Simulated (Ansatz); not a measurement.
**Harmonic thermodynamics of Si$_{4}$B**

Theory: DFT PBE, scalar-relativistic, plane waves, PAW (Ansatz). Settings: 420 eV plane-wave cutoff, Γ-centred 8×8×8 mesh, Gaussian smearing of 0.10 eV. No spin polarisation. Phonons by linear response, acoustic sum rule imposed.

Relaxed structure:
```yaml
crystal:
  lattice:
    - [-4.08086, 4.08086, 2.55672]
    - [4.08086, -4.08086, 2.55672]
    - [4.08086, 4.08086, -2.55672]
  atoms:
    - { symbol: Si, position: [0.31367, 0.40856, 0.27467] }
    - { symbol: Si, position: [0.43633, 0.84144, 0.22533] }
    - { symbol: Si, position: [0.13389, 0.03900, 0.72533] }
    - { symbol: Si, position: [0.15856, 0.38389, 0.59489] }
    - { symbol: Si, position: [0.96100, 0.68633, 0.09489] }
    - { symbol: Si, position: [0.61611, 0.21100, 0.77467] }
    - { symbol: Si, position: [0.78900, 0.56367, 0.40511] }
    - { symbol: Si, position: [0.59144, 0.86611, 0.90511] }
    - { symbol: B, position: [0.00000, 0.00000, 0.00000] }
    - { symbol: B, position: [0.75000, 0.25000, 0.50000] }
```

The cell was found from a proposed guess, not taken from experiment. In a metal, frequencies and elastic constants depend on the k mesh and the smearing, soft modes and shear constants most. The q mesh is coarse, so values between its points are rough.

Force constants from linear response on a 2×2×2 q mesh, interpolated to a fine mesh.

Phonon density of states, in bins of 10 cm⁻¹:
bin centre (cm⁻¹), share of modes (%) and a bar:
```
        5        0.0
       15        0.0
       25        0.0
       35        0.1
       45        0.1
       55        0.2 #
       65        0.3 #
       75        0.4 #
       85        0.5 ##
       95        0.7 ###
      105        1.1 ####
      115        1.5 #####
      125        2.5 #########
      135        3.2 ############
      145        3.2 ############
      155        3.4 ############
      165        3.1 ###########
      175        2.8 ##########
      185        2.8 ##########
      195        2.3 ########
      205        2.1 ########
      215        1.9 #######
      225        1.7 ######
      235        1.3 #####
      245        1.2 ####
      255        0.7 ##
      265        0.7 ##
      275        1.1 ####
      285        0.6 ##
      295        0.4 ##
      305        1.2 #####
      315        1.8 #######
      325        1.6 ######
      335        1.8 #######
      345        1.6 ######
      355        1.4 #####
      365        0.7 ###
      375        3.4 #############
      385        8.2 ##############################
      395        6.2 #######################
      405        5.0 ##################
      415        5.2 ###################
      425        1.7 ######
      435        0.0
      445        0.0
      455        0.0
      465        0.0
      475        0.0
      485        0.0
      495        0.0
      505        0.0
      515        0.0
      525        0.0
      535        0.0
      545        0.0
      555        0.0
      565        0.0
      575        0.0
      585        0.7 ##
      595        4.5 #################
      605        4.3 ################
      615        4.4 ################
      625        4.8 ##################
      635        1.3 #####
      645        0.0
```

Problem. What is the zero-point energy per atom?

Solution. 64.0 meV.

Problem. How large are the vibrational entropy and heat capacity at 300 K?

Solution. S = 2.28 k_B and C_V = 2.35 k_B per atom, 78 % of the Dulong–Petit value.

Problem. Tabulate them against temperature.

Solution.
```csv
T (K),F_vib (meV/atom),S (k_B/atom),C_V (k_B/atom)
100,62.8,0.47,0.90
200,54.6,1.42,1.86
300,38.6,2.28,2.35
400,15.8,2.99,2.59
500,-12.6,3.58,2.73
600,-45.7,4.09,2.80
700,-82.9,4.53,2.85
800,-123.6,4.91,2.89
900,-167.4,5.25,2.91
1000,-213.9,5.56,2.93
```
